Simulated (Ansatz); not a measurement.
Values for one crystal, relaxed and computed with the program Ansatz at the PBEsol level (PAW); other levels are named.

Volume per atom: 19.84 Å³
Electronic character: metallic (no gap)
Elastic constants (relaxed ions, GPa): C11 = 182, C12 = 35.1, C44 = 61.9
Mechanical stability: stable (all eigenvalues of C positive)
Young's modulus: 157 GPa
Zone-centre stability: no imaginary mode at Γ
Debye temperature from the elastic constants: 494 K

Problem. Which compound is it?
(A) YAl2, cubic Laves (MgCu2 type)
(B) YIn, CsCl type
(C) Al2Cu, I4/mcm (Al on 8h, Cu on 4a)
(D) AlPt3, Cu3Au type

Solution. A, YAl2, cubic Laves (MgCu2 type)

Space group Fd-3m (cubic Laves (MgCu2 type)). The workflow started from a Materials Project entry (that database holds measured and hypothetical structures alike); the Crystallography Open Database copy checked does not list it. Whether it is the stable phase at ambient conditions was not checked. The PBEsol relaxation kept the symmetry of its start. No spin polarisation was allowed. As this level gives no gap, shear constants depend on the k-mesh and smearing (Fermi–Dirac, 0.1 eV here). Spin–orbit coupling is left out wherever it is not named.

Potentials: the later of the program's two PAW sets.
